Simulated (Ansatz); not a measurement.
## Si: stiffness from a series of strains

```
CELL_PARAMETERS angstrom
-2.25100 2.36850 1.27500
2.25100 -2.36850 1.27500
2.25100 2.36850 -1.27500
ATOMIC_POSITIONS crystal
Si 0.80700 0.55700 0.25000
Si 0.19300 0.44300 0.75000
```

Atoms are numbered in the order listed.

The cell comes from COD entry 9011656, which wasn't checked; take it as a given geometry.

The calculation used Ansatz 0.2.0, DFT, LDA, all-electron LAPW, scalar-relativistic.

Numerical set-up: a Γ-centred 16×16×16 k mesh, Fermi–Dirac smearing of 0.05 eV, basis error target 0.5 meV/atom, no spin polarisation.

The strain is applied along the Cartesian axes of the cell as listed (the other components stay zero). Fractional coordinates are held (clamped ions).

σ is the change of stress from the unstrained cell, which is at 10.79 GPa; tension is positive, so slopes are stress–strain coefficients at that pressure. In a metal the k mesh adds noise.

Only quantities that a quadratic follows smoothly over the whole series are listed; rougher ones are left out.

| εzz | σzz (GPa) | σxx (GPa) |
| --- | --- | --- |
| -0.0300 | -7.65 | -4.67 |
| -0.0200 | -4.94 | -3.14 |
| 0.0000 | 0.00 | 0.00 |
| 0.0100 | 2.28 | 1.51 |
| 0.0200 | 4.45 | 2.86 |
| 0.0300 | 6.32 | 4.21 |

Fit the series and read off the stiffness at zero strain.

Least-squares fits y = p0 + p1 x + p2 x² to the rows give σzz (GPa): p1 = 233, p2 = -760; σxx (GPa): p1 = 149, p2 = -270. So C33 = 233 GPa and C13 = 149 GPa, for these axes.

One run, at εzz = -0.0100, is withheld. Predict its row.

The fits give -2.38, -1.51; the run gave -2.42, -1.61.
